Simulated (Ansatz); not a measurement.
In plane-wave PAW PBE (Ansatz code), HfSi2 in the orthorhombic phase (Cmcm; Si on 4c, Hf on 4c, Si on 4c) relaxes to a = 3.684 Å, b = 14.584 Å, c = 3.659 Å. Against the elements it lies at -0.56 eV/atom, with no fitted shifts.

Electronic character: metallic (no gap). Gap from PBE with spin–orbit coupling: none (metallic).

The bulk modulus is 1270 kbar. The highest mode at Γ lies at 429 cm⁻¹. Bader charges are Si -0.83 to -0.52, Hf +1.35 e.

The cell was relaxed with PBE under the symmetry of its start; of distortions, only those at the zone centre were tested. The run is not spin-polarised. As this level gives no gap, phonon frequencies hold no LO–TO term and depend on the k-mesh and smearing (Fermi–Dirac, 0.1 eV here). The references are the lowest solids computed at this level, not always the standard phases. Spin–orbit coupling is left out wherever it is not named.

Potentials: the later of the program's two PAW sets.
